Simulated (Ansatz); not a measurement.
This cell of BN (wurtzite) is off equilibrium:

```xyz
4
Lattice="2.5748 0.0000 0.0000 -1.2874 2.2298 0.0000 0.0000 0.0000 4.2581" Properties=species:S:1:pos:R:3 pbc="T T T"
B      1.2874     0.7433     4.2581
B      0.0000     1.4866     2.1291
N      1.2874     0.7433     2.6621
N      0.0000     1.4866     0.5331
```

Level of theory: PBE (plane waves to 420 eV, PAW, scalar-relativistic; Ansatz, a quantum-chemistry and plane-wave program). k mesh 15×15×8 (Γ-centred), Fermi-Dirac smearing 0.05 eV. E stands for the smeared free energy. Stress and pressure are positive under compression. BN was relaxed with its symmetry unable to fall.

Task: Give the stress tensor in GPa and the pressure.

Result: 
```
   -8.4      0.0      0.0
    0.0     -8.4      0.0
    0.0      0.0     -8.5
```
The pressure, a third of the trace, is -8.4 GPa.

Task: It is the relaxed cell scaled evenly to V/V₀ = 1.024, atoms relaxed where free. What is its energy relative to the relaxed cell?

Result: 3.8 meV/atom.

(Under strain, the slope of the energy per volume gives the stress and its curvature an elastic modulus.)
